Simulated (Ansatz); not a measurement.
Si₃Mo₅:
```
CELL_PARAMETERS angstrom
     -4.82027     4.82027     2.44743
      4.82027    -4.82027     2.44743
      4.82027     4.82027    -2.44743
ATOMIC_POSITIONS crystal
  Si 0.83276 0.66724 0.50000
  Si 0.16724 0.33276 0.50000
  Si 0.66724 0.16724 0.83447
  Si 0.33276 0.83276 0.16553
  Si 0.75000 0.75000 0.00000
  Si 0.25000 0.25000 0.00000
  Mo 0.92322 0.22397 0.14718
  Mo 0.07678 0.77603 0.85282
  Mo 0.22397 0.07678 0.30075
  Mo 0.77603 0.92322 0.69925
  Mo 0.57678 0.72397 0.30075
  Mo 0.42322 0.27603 0.69925
  Mo 0.27603 0.57678 0.85282
  Mo 0.72397 0.42322 0.14718
  Mo 0.25000 0.75000 0.50000
  Mo 0.75000 0.25000 0.50000
```

Relaxed with r²SCAN.

### Question
Map the electron localisation function on the plane through (0.833, 0.667, 0.500) spanned by u = [1, 0, 1] and v = [0, 1, 1] in lattice vectors, from DFT-r²SCAN in the program Ansatz with PAW potentials.

### Answer
x is the fraction of u, y of v (the angle between them is 90°; rows are the nearest grid lines); atoms in the plane: Si at (0.00, 0.00), Si at (0.33, 0.67), Si at (0.83, 0.50), Si at (0.50, 0.17), Mo at (0.09, 0.56), Mo at (0.24, 0.11), Mo at (0.39, 0.41), Mo at (0.94, 0.26), Mo at (0.74, 0.06), Mo at (0.59, 0.61).
```
|7216863101112332234311210059999732587227|
|1368875544443137988940022211210003688521|
|6788754444542138953761134443210113578766|
|6775432222343027987961256776653100001346|
|1354222222355311355401467777652147887411|
|1144322234678876421013456666531499548951|
|1145433346788777765311223455420488327961|
|2332234568851002687402344201210158988632|
|3233321147730321687279889830033222222343|
|2699898314786568996288327951268888887632|
|3885489512688889986279879841378877999623|
|3897799400344322223434664113774111279623|
|1146763001100478875332112346884111168741|
|2101123444203884389614544445688766787642|
|1223456665214983279614433233568887754211|
|0024677776422589986134422222345542123320|
|9513567776531000111366533222234311699999|
|9611355543211234677788865433444214884279|
|9500333211000136886447886544444213897689|
|3101100489885226872112687421011233345653|
|5665203895379624896214773136888533554445|
|7788512798788424799988741389547851489987|
|2357631489996335666677620389426962489742|
|7216863101112332234311210059999732587227|
```
Scale: ten equal steps from 0.137 (start of '0') to 0.782 (end of '9'), in the order '0123456789'; x runs from 0.000 to 1.00, y from 0.000 (bottom) to 1.00 (top).

The density is the valence pseudo-density with augmentation charge, so density and ELF within about 1 Å of a nucleus are not all-electron values.

Space group I4/mcm. The first step of the workflow began from a Materials Project structure, measured or hypothetical; the Crystallography Open Database files this formula in space group No. 140, but the cells were not matched. Its standing as an ambient phase is unchecked. The r²SCAN relaxation kept the symmetry of its start; whether a distortion lowers the energy is not shown. The run is not spin-polarised.

Potentials: the later of the program's two PAW sets.
